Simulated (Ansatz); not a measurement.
VCo3:
```
CELL_PARAMETERS angstrom
      3.46601     0.00000     0.00000
      0.00000     3.46601     0.00000
      0.00000     0.00000     3.46601
ATOMIC_POSITIONS crystal
  V  0.00000 0.00000 0.00000
  Co 0.50000 0.50000 0.00000
  Co 0.00000 0.50000 0.50000
  Co 0.50000 0.00000 0.50000
```

Relaxed with PBEsol. Special points in fractions of this cell's reciprocal vectors: Γ (0.000, 0.000, 0.000); X (0.000, 0.500, 0.000); M (0.500, 0.500, 0.000); R (0.500, 0.500, 0.500).

### Question
List the band energies nearest the Fermi level at these points for PBEsol in the plane-wave PAW code Ansatz.

### Answer
In eV from the Fermi level; about four levels below and three above (degenerate sets whole), none deeper than 8.9 eV; points with the same levels are listed once.

```csv
k,below,above
Γ,-1.69 -1.69 -1.69 -0.26 -0.26,0.34 0.64 0.64 0.64
X,-0.84 -0.84 -0.72 -0.04,0.32 0.32 0.64
M,-1.06 -1.06 -0.63 -0.56,0.76 0.76 0.88
R,-1.68 -1.68 -1.68 -1.49 -1.49 -0.27,0.33 0.33 0.33
```

Space group Pm-3m (Cu3Au type). The first step of the workflow began from a Materials Project structure, measured or hypothetical; the Crystallography Open Database copy checked does not list it. With V and Co taken as one species the cell has the higher symmetry Fm-3m, so it may be an ordered model of a mixed-site phase. Whether it is the stable phase at ambient conditions was not checked. The cell was relaxed with PBEsol under the symmetry of its start; of distortions, only those at the zone centre were tested. The run is not spin-polarised.

Potentials: the later of the program's two PAW sets.
